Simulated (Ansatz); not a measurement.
V5Ge3:
```yaml
crystal:
  lattice:
    - [7.26044, 0.00000, 0.00000]
    - [-3.63022, 6.28773, 0.00000]
    - [0.00000, 0.00000, 4.93992]
  atoms:
    - { symbol: V, position: [0.33333, 0.66667, 0.00000], spin: -0.6 }
    - { symbol: V, position: [0.66667, 0.33333, 0.50000], spin: -0.6 }
    - { symbol: V, position: [0.66667, 0.33333, 0.00000], spin: -0.6 }
    - { symbol: V, position: [0.33333, 0.66667, 0.50000], spin: -0.6 }
    - { symbol: Ge, position: [0.61090, 0.00000, 0.25000], spin: -0.1 }
    - { symbol: Ge, position: [0.61090, 0.61090, 0.75000], spin: -0.1 }
    - { symbol: Ge, position: [0.00000, 0.61090, 0.25000], spin: -0.1 }
    - { symbol: Ge, position: [0.38910, 0.00000, 0.75000], spin: -0.1 }
    - { symbol: Ge, position: [0.38910, 0.38910, 0.25000], spin: -0.1 }
    - { symbol: Ge, position: [0.00000, 0.38910, 0.75000], spin: -0.1 }
    - { symbol: V, position: [0.25100, 0.00000, 0.25000], spin: 1.2 }
    - { symbol: V, position: [0.25100, 0.25100, 0.75000], spin: 1.2 }
    - { symbol: V, position: [0.00000, 0.25100, 0.25000], spin: 1.2 }
    - { symbol: V, position: [0.74900, 0.00000, 0.75000], spin: 1.2 }
    - { symbol: V, position: [0.74900, 0.74900, 0.25000], spin: 1.2 }
    - { symbol: V, position: [0.00000, 0.74900, 0.75000], spin: 1.2 }
```

Relaxed with r²SCAN.

Q: Map the electron localisation function on the plane through (0.611, 0.000, 0.250) spanned by u = [1, 1, 0] and v = [1, -1, 0] in lattice vectors, from DFT-r²SCAN in the program Ansatz with PAW potentials.

A: x is the fraction of u, y of v (the angle between them is 90°; rows are the nearest grid lines); atoms in the plane: Ge at (0.00, 0.00), Ge at (0.50, 0.50), Ge at (0.00, 0.39), Ge at (0.50, 0.89), Ge at (0.08, 0.69), Ge at (0.58, 0.19), V at (0.32, 0.32), V at (0.82, 0.82), V at (0.32, 0.07), V at (0.82, 0.57).
```
|@  :+**-..:::...-*#%#*+=====+#%*+:  @|
|:-=+*##*****##*++===+*###****###*+=-:|
|+**##*++++*#%#+=:. .:=*##*++===+**+++|
|*##*======+*#*+-     -+*+:.:+**=:..=*|
|-+*++=====+*###*+++++*#+::*@@@@@@*:.-|
|*****#%%##*+-:.....:=+*+:.:+#%%#+..=*|
|++===+*#%#+:.:=+*+-:.:==-:...:::.:=++|
|:  *  :=+*:.-%@@%@@%-..-+++===+*##*+:|
|+=:::-+*##=:.-#%%%*-..-==:......:=+++|
|+#######***++=----=+*#*=:.=#@@@@#-.:+|
|=****++==++**##**++**##+::*@@@@@@*:.=|
|+**+=======*##+-.   .-++=..+%@%#=:.-+|
|##%%#*+==+*#%#+-.   .-+*#*=-:::-=+**#|
| .:=*##*++===+**+++**##*++++*#%#+=:. |
|:  -+**+:......-+##%%#*+====+#%*+:  :|
|..-=++-.-#@@@@#=.:=**+=======*##*=-..|
|**###=:.+@@@@@%+..=*###***++***+++++*|
|-:.:==-:...:::.:=+++===+*#%#+:.:=+*+-|
|@*:.:=+=-:..::=**+=:   .=+**-.:*@@@@@|
|@#-..-++=----=*#*+-.    -+**-.-#@@@@@|
|..:=++-..:=**+:.:+**+++*#%%#*=:..:::.|
|+**##+::*@@@@@@*:.=****++==++**##**++|
|--=+*+:.+%@@@@@+:.=+*+=======+##*+=--|
|@  :+**-..:::...-*#%#*+=====+#%*+:  @|
```
Scale: ten equal steps from 0.010 (start of ' ') to 0.759 (end of '@'), in the order ' .:-=+*#%@'; x runs from 0.000 to 1.00, y from 0.000 (bottom) to 1.00 (top).

The density is the valence pseudo-density with augmentation charge, so density and ELF within about 1 Å of a nucleus are not all-electron values.

Space group P6_3/mcm. The workflow started from an entry of the Crystallography Open Database (COD). Its standing as an ambient phase is unchecked. The r²SCAN relaxation kept the symmetry of its start, as lowered by the spin order; whether a distortion lowers the energy is not shown. Magnetic state: ferrimagnetic, chosen from 2 collinear starts compared on coarse meshes (ties went to the first, and starts can fall back to one state), not a proven ground state. Other orbital occupations within this spin state were not tried.

Potentials: the later of the program's two PAW sets.
